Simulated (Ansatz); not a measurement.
# MgRh: sound and stiffness along [100], [110] and [111]

Computed with DFT LDA, scalar-relativistic, plane waves, PAW in Ansatz 0.2.0. Cutoff 420 eV, 14×14×14 k-points (Γ-centred), Fermi-Dirac smearing of 0.15 eV. No spin polarisation.

Equilibrium structure at this level:
```
Mg Rh
1.0
     3.04970    0.00000    0.00000
     0.00000    3.04970    0.00000
     0.00000    0.00000    3.04970
Mg Rh
1 1
Cartesian
  0.0000 0.0000 0.0000
  1.5249 1.5249 1.5249
```

In a metal, frequencies and elastic constants depend on the k mesh and the smearing, soft modes and shear constants most.

With ions relaxed, on the cubic axes: C11 = 195.2, C12 = 110.2, C44 = 87.0 GPa. The density is 7.447 g/cm³.

Question: Is the crystal stable against strain, and how anisotropic is it?

Answer: Born's conditions hold: C11 + 2C12 = 415.5, C11 − C12 = 85.0 and C44 = 87.0 GPa are all positive. B = (C11 + 2C12)/3 = 138.5 GPa. The two shear moduli are C44 and C′ = (C11 − C12)/2 = 42.5 GPa, so Zener's ratio is A = C44/C′ = 2.05: the tetragonal shear C′ is the soft one, as in many fcc and bcc metals and zincblende crystals. The Cauchy pressure C12 − C44 is 23.2 GPa; it would vanish for pair forces between atoms on inversion centres at zero pressure, and a positive value is usual with metallic or many-body binding.

Question: Give the sound speeds along the three symmetry directions.

Answer: The Christoffel equation gives ρv² for each branch:
```tsv
direction	branch	ρv²	GPa	v (m/s)
[100]	L	C11	195.2	5120
[100]	T (×2)	C44	87.0	3418
[110]	L	(C11 + C12 + 2C44)/2	239.7	5673
[110]	T, u ∥ [001]	C44	87.0	3418
[110]	T, u ∥ [1-10]	(C11 − C12)/2	42.5	2389
[111]	L	(C11 + 2C12 + 4C44)/3	254.5	5846
[111]	T (×2)	(C11 − C12 + C44)/3	57.3	2775
```

Question: How does Young's modulus depend on direction?

Answer: Inverting gives S11 = 8.643, S12 = -3.118, S44 = 11.497 TPa⁻¹. Along a unit vector (l, m, n), 1/E = S11 − 2(S11 − S12 − S44/2)(l²m² + m²n² + n²l²), where the last bracket is 0, 1/4 and 1/3 for [100], [110] and [111]: E = 116, 177 and 216 GPa. With A > 1 the body diagonal is stiffest. For a film on (001), the biaxial modulus is C11 + C12 − 2C12²/C11 = 181 GPa and the normal strain is −2C12/C11 = -1.13 times the in-plane one.